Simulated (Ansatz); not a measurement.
Tc, first-principles data

Tc:
```
CELL_PARAMETERS angstrom
      2.70966     0.00000     0.00000
     -1.35483     2.34664     0.00000
      0.00000     0.00000     4.33180
ATOMIC_POSITIONS crystal
  Tc 0.33333 0.66667 0.75000
  Tc 0.66667 0.33333 0.25000
```

Space group P6_3/mmc (No. 194), hcp (Mg type); conventional cell a = 2.7097 Å, b = 2.7097 Å, c = 4.3318 Å, α = 90.00°, β = 90.00°, γ = 120.00°.

Method: LDA (plane waves, PAW; program Ansatz). Structure relaxed to zero pressure with the same functional. Other levels are named where they apply.

**Cell and energy**

```yaml
volume_per_atom: 13.77 Å³
density: 11.80 g/cm³
```

**Electronic structure**

```yaml
electronic_character: metallic (no gap)
Density of states at the Fermi level: 0.88 states/eV per atom (mean over ±0.08 eV)
```

Symmetry was held in the LDA relaxation. The run is not spin-polarised. Axis ratios of metals converge slowly with the k-mesh, so a and c are less sure than the volume. Scalar-relativistic: spin–orbit coupling is off unless named, which matters more the heavier the elements.

Potentials: the earlier of the program's two PAW sets.
